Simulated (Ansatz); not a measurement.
HgO:
```
CELL_PARAMETERS angstrom
      3.43494     0.00000     0.00000
     -1.71747     2.97474     0.00000
      0.00000     0.00000     5.95607
ATOMIC_POSITIONS crystal
  Hg 0.00000 0.00000 0.00000
  Hg 0.00000 0.00000 0.50000
  O  0.33333 0.66667 0.25000
  O  0.66667 0.33333 0.75000
```

Relaxed with PBE. Special points in fractions of this cell's reciprocal vectors: Γ (0.000, 0.000, 0.000); M (0.500, 0.000, 0.000); K (0.333, 0.333, 0.000); A (0.000, 0.000, 0.500); L (0.500, 0.000, 0.500); H (0.333, 0.333, 0.500).

Q: List the band energies nearest the Fermi level at these points for plane-wave PAW PBE (Ansatz code).

A: In eV from the Fermi level; about four levels below and three above (degenerate sets whole), none deeper than 8.9 eV; points with the same levels are listed once.

```
k                    below                above
-  -----------------------  -------------------
Γ  -2.56 -1.72 -1.45 -1.45       0.05 0.05 3.95
M  -3.30 -2.97 -2.14 -0.45       0.06 3.16 3.47
K  -1.45 -1.45 -1.17 -1.17  2.64 3.98 6.97 6.97
A  -0.61 -0.61 -0.61 -0.61  1.02 1.02 8.92 8.92
L  -1.14 -1.14 -0.90 -0.90  2.40 2.40 6.45 6.45
H  -2.41 -2.41 -0.03 -0.03  3.43 3.43 6.42 6.42
```

Space group P6_3/mmc (NiAs type). A made-up cell: these elements were put on the sites of a structure type; neither database checked (COD, Materials Project) lists it. COD files the formula under space group No. 44, 62, so this cell is another polymorph or a model. Whether it is the stable phase at ambient conditions was not checked. The cell was relaxed with PBE under the symmetry of its start; its stability against distortions is not shown here. Scalar-relativistic: spin–orbit coupling is off unless named, which matters more the heavier the elements.

Potentials: the later of the program's two PAW sets.
